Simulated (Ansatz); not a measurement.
BeTe (zinc blende, F-43m) at seven volumes, PBEsol in the plane-wave PAW code Ansatz, scaled uniformly. One row is withheld.

| V (Å³/atom) | P (GPa) |
|---|---|
| 20.024 | 6.87 |
| 20.684 | ? |
| 21.344 | 1.96 |
| 22.005 | 0.01 |
| 22.665 | -1.68 |
| 23.325 | -3.13 |
| 23.985 | -4.37 |

### Question
Fit the shown pressures and predict the withheld one.

### Answer
P = (3/2)B₀(x^(7/2) − x^(5/2))[1 + (3/4)(B′ − 4)(x − 1)] with x = (V₀/V)^(2/3). Least squares on the six rows gives V₀ = 22.007 Å³/atom, B₀ = 60.3 GPa, B′ = 3.98. At V = 20.684, x = 1.0422 and P = 4.23 GPa. The run itself gave 4.23 GPa.

Symmetry was held in the PBEsol relaxation. Scalar-relativistic: spin–orbit coupling is off unless named, which matters more the heavier the elements.

Potentials: the later of the program's two PAW sets.
